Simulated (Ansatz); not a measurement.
This run works on a generated trial structure, not on a known crystal.

Input and command of a plane-wave DFT calculation in Ansatz:

```yaml
crystal:
  lattice:
    - [6.30080085, 0.0, 0.0]
    - [0.0, 6.30080085, 0.0]
    - [0.0, 0.0, 4.70652862]
  atoms:
    - { symbol: Ga, position: [0.5, 0.5, 0.0] }
    - { symbol: Sb, position: [0.81193361, 0.81193361, 0.5] }
    - { symbol: Sb, position: [0.18806639, 0.18806639, 0.5] }
    - { symbol: Sb, position: [0.18806639, 0.81193361, 0.5] }
    - { symbol: Sb, position: [0.81193361, 0.18806639, 0.5] }
    - { symbol: Sb, position: [0.5, 0.5, 0.5] }
    - { symbol: P, position: [0.0, 0.0, 0.0] }
basis:
  ecutwfc: 420
kpoints:
  mp_grid: { grid: [3, 3, 4] }
hamiltonian:
  xc: pbe
scf:
  occupations: { method: gaussian, width: 0.2 }
  lower_state_search: "off"
output:
  forces: true
  stress: true
  eigenvalues: true
relax:
  adjacent_minimum: "off"
  f_tol: 0.08
  max_steps: 16
  cell: { stress_tol: 0.8 }
```

```bash
ansatz run input.yaml --threads 1 --pin off --max-ram 2560MiB --backend cpu --events-out ev --progress --plain --runs-dir out
```

Processor: Arm Neoverse V2, 1 thread, on a host shared with other jobs.

Q: Estimate time, memory and problem size.

A: About 89 s, peak memory 0.54 GiB. It solves 56 bands at 9 k points (after reduction by symmetry) with about 5545 plane waves (on the last cell), in 63 SCF iterations over 9 ionic steps.
